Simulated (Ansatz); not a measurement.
Ansatz (a first-principles code) input:

Ansatz 0.2 input:
```yaml
crystal:
  lattice:
    - [0.0, 1.9374126775, 1.9374126775]
    - [1.9374126775, 0.0, 1.9374126775]
    - [1.9374126775, 1.9374126775, 0.0]
  atoms:
    - { symbol: Pd, position: [0.0, 0.0, 0.0] }
kpoints:
  mp_grid: { grid: [13, 13, 13] }
  band_path:
    path:
      - [[0.0, 0.0, 0.0], [0.5, 0.0, 0.5], [0.625, 0.25, 0.625]]  # Γ-X-U
      - [[0.375, 0.375, 0.75], [0.0, 0.0, 0.0], [0.5, 0.5, 0.5], [0.5, 0.25, 0.75], [0.5, 0.0, 0.5]]  # K-Γ-L-W-X
    npoints: 12
basis: { xc_grid: 2 }
hamiltonian:
  xc: pbesol
  pseudopotentials: { azcp: { folder: ./paw }, kind: paw_fr }
magnetization: { noncollinear: true, spin_orbit: true }
scf:
  n_extra_bands: 12
  convergence: { dr2_threshold: 0.0000000001 }
  occupations: { method: gaussian, width: 0.05 }
output: { eigenvalues: true }
```

Output (shortened):

```
Pseudopotential: Pd, paw, valence charge 18
Functional definition: PBEsol
non-collinear run that drives no moment, with spin-orbit …
Crystal: 1 atoms, lattice volume = 14.544 Å³
Basis set: ecut = 420 eV, 283 PW (Γ), exchange–correlation on 40×40×40 points (8 copies of the dense FFT grid, shifted against one another)
Bands: 30, of which v1, the nominal top of the filled ones, is band 18 counted from 1 (17 counted from 0)
Symmetry: 48 space group operations + 48 with time reversal
k-points: 84 of 2197
Projection manifold: j_resolved (fully-relativistic pseudo-atomic orbitals)
SCF iter   1: F=—  HF=-6909.857909 eV  |F-HF|=—  |Δ(HF+E_count)|=         —  Δρ=1.68e-1  dr2=4.12e0  dr2_m=0.00e0 (ungated)  ethr=3.10e-3  |M|=0.00e0 ∫|m|=0.00e0 μB  |m|>n=0.0e0 m-floor=0.0e0 τ_xc=0.0e0  β_m=0.30  ⟨swp⟩=5.3  Hψ=5318  notcnv=0  defer=122
preconditioner: auto → none
SCF iter   2: F=—  HF=-6909.129218 eV  |F-HF|=—  |Δ(HF+E_count)|=   7.29e-1  Δρ=9.94e-2  dr2=1.44e0  dr2_m=0.00e0 (ungated)  ethr=3.10e-3  |M|=0.00e0 ∫|m|=0.00e0 μB  |m|>n=0.0e0 m-floor=0.0e0 τ_xc=0.0e0  β_m=0.50  ⟨swp⟩=2.8  Hψ=2373  notcnv=0  defer=440
SCF iter   3: F=—  HF=-6908.734992 eV  |F-HF|=—  |Δ(HF+E_count)|=   3.94e-1  Δρ=1.78e-2  dr2=1.82e-2  dr2_m=0.00e0 (ungated)  ethr=3.10e-3  |M|=0.00e0 ∫|m|=0.00e0 μB  |m|>n=0.0e0 m-floor=0.0e0 τ_xc=0.0e0  β_m=0.69  ⟨swp⟩=2.2  Hψ=1804  notcnv=0  defer=440
SCF iter   4: F=—  HF=-6908.738546 eV  |F-HF|=—  |Δ(HF+E_count)|=   3.55e-3  Δρ=9.38e-4  dr2=2.88e-5  dr2_m=0.00e0 (ungated)  ethr=1.01e-4  |M|=0.00e0 ∫|m|=0.00e0 μB  |m|>n=0.0e0 m-floor=0.0e0 τ_xc=0.0e0  β_m=0.84  ⟨swp⟩=2.1  Hψ=2649  notcnv=0  defer=440
SCF iter   5: F=—  HF=-6908.738690 eV  |F-HF|=—  |Δ(HF+E_count)|=   1.44e-4  Δρ=8.43e-4  dr2=8.87e-5  dr2_m=0.00e0 (ungated)  ethr=1.60e-7  |M|=0.00e0 ∫|m|=0.00e0 μB  |m|>n=0.0e0 m-floor=0.0e0 τ_xc=0.0e0  β_m=0.85  ⟨swp⟩=2.0  Hψ=1813  notcnv=0  defer=440
SCF iter   6: F=—  HF=-6908.738672 eV  |F-HF|=—  |Δ(HF+E_count)|=   1.76e-5  Δρ=2.85e-4  dr2=1.01e-5  dr2_m=0.00e0 (ungated)  ethr=1.60e-7  |M|=0.00e0 ∫|m|=0.00e0 μB  |m|>n=0.0e0 m-floor=0.0e0 τ_xc=0.0e0  β_m=0.93  ⟨swp⟩=2.2  Hψ=1516  notcnv=0  defer=440
SCF iter   7: F=—  HF=-6908.738670 eV  |F-HF|=—  |Δ(HF+E_count)|=   2.51e-6  Δρ=5.73e-5  dr2=4.07e-7  dr2_m=0.00e0 (ungated)  ethr=5.62e-8  |M|=0.00e0 ∫|m|=0.00e0 μB  |m|>n=0.0e0 m-floor=0.0e0 τ_xc=0.0e0  β_m=0.96  ⟨swp⟩=2.5  Hψ=1614  notcnv=0  defer=440
SCF iter   8: F=—  HF=-6908.738669 eV  |F-HF|=—  |Δ(HF+E_count)|=   9.69e-7  Δρ=6.14e-6  dr2=4.67e-9  dr2_m=0.00e0 (ungated)  ethr=2.26e-9  |M|=0.00e0 ∫|m|=0.00e0 μB  |m|>n=0.0e0 m-floor=0.0e0 τ_xc=0.0e0  β_m=0.98  ⟨swp⟩=2.6  Hψ=1699  notcnv=0  defer=440
SCF iter   9: F=-6908.738669 eV  HF=-6908.738669 eV  |F-HF|=8.19e-12  |Δ(HF+E_count)|=  6.07e-10  Δρ=3.11e-7  dr2=1.20e-11  dr2_m=0.00e0 (ungated)  ethr=1.00e-12  |M|=0.00e0 ∫|m|=0.00e0 μB  |m|>n=0.0e0 m-floor=0.0e0 τ_xc=0.0e0  ⟨swp⟩=6.5  Hψ=5932  notcnv=0
SCF 1 converged in 9 iterations: F = -6908.738669 eV  dr2 = 1.20e-11
NSCF: frozen V_eff on 74 k-points
SCF converged after 9 iterations
Magnetization: |M| = 0.0000 μB,  M = (+0.0000, +0.0000, +0.0000) μB
Absolute magnetization: 0.0000 μB (∫|m|)
  site 0: m = (+0.0000, +0.0000, +0.0000) μB, |m| = 0.0000 μB  (R = 1.13 Å)
Free energy (F): -6908.738669 eV
Harris-Foulkes:  -6908.738669 eV  (|F-HF|=8.19e-12)
Internal energy: -6908.735476 eV  (E = F + TS)
E sigma→0 (E₀):  -6908.737073 eV
Entropy (-TS):   -0.003193 eV (-3.193 meV/atom)
Fermi energy:    19.898804 eV
--- Per-component energies (eV) ---
  E_band       = -137.017551
  E_kinetic    = 448.256458
  E_local      = -1813.213161  (includes V_loc(G=0)·N_el)
  E_nonlocal   = 371.917516
  E_hartree    = 728.434455
  E_xc         = -137.862159
  E_vxc        = -174.990386  (∫ρ·V_xc dr)
  E_paw        = -3746.370680  (= ΣΔE_a)
  E_vpaw       = -425.856924  (= ΣTr[D̂ρ^β])
  E_aug_tail   = 0.000230  (compensation charges beyond the density's cutoff)
  E_ewald      = -2760.202576
  E_core_change = 0.304441  (= ΣΔE_core)
  E_smearing   = -0.003193  (= −TS)
  E_closure    = 0.000000  (closes the sum)
  Σ components = -6908.738669   (vs F -6908.738669, Δ=0.00e0)
  [band-id]    e_kinetic+e_local+e_nonlocal+2·e_hartree+e_vxc+e_vpaw+e_augmentation_tail = -137.017357   (vs E_band -137.017551, Δ=1.94e-4)
--- Band table (eV; the first three rows and the last of 84) ---
  k-point 0: bands = ["-64.2330", "-64.2330", "-32.8883", "-32.8883", "-28.3418", "-28.3418", "-28.3418", "-28.3418", "12.4943", "12.4943", "16.8121", "16.8121", "16.8121", "16.8121", "17.1215", "17.1215", "18.6408", "18.6408", "18.6408", "18.6408", …
  k-point 1: bands = ["-64.2297", "-64.2297", "-32.8972", "-32.8972", "-28.3618", "-28.3618", "-28.3458", "-28.3458", "12.7107", "12.7107", "16.7797", "16.7797", "16.8735", "16.8735", "17.1640", "17.1640", "18.5913", "18.5913", "18.6207", "18.6207", …
  k-point 2: bands = ["-64.2204", "-64.2204", "-32.9220", "-32.9220", "-28.4168", "-28.4168", "-28.3566", "-28.3566", "13.3084", "13.3084", "16.6657", "16.6657", "16.9993", "16.9993", "17.3309", "17.3309", "18.5072", "18.5072", "18.6251", "18.6251", …
  k-point 83: bands = ["-64.1559", "-64.1559", "-33.0902", "-33.0902", "-28.6599", "-28.6599", "-28.5626", "-28.5626", "15.4012", "15.4012", "16.1004", "16.1004", "16.5907", "16.5907", "18.5537", "18.5537", "20.1055", "20.1055", "27.5059", "27.5059", …
```

Cost: very roughly 5 core-seconds on shared cores.

Space group Fm-3m (fcc (Cu type)). The cell was relaxed with PBEsol under the symmetry of its start. The run is not spin-polarised.

Potentials: the earlier of the program's two PAW sets. The files were generated under PBE; for other functionals the program regenerates the frozen cores, and for LDA and PBEsol the local potential too.

Ansatz is a plane-wave DFT program.
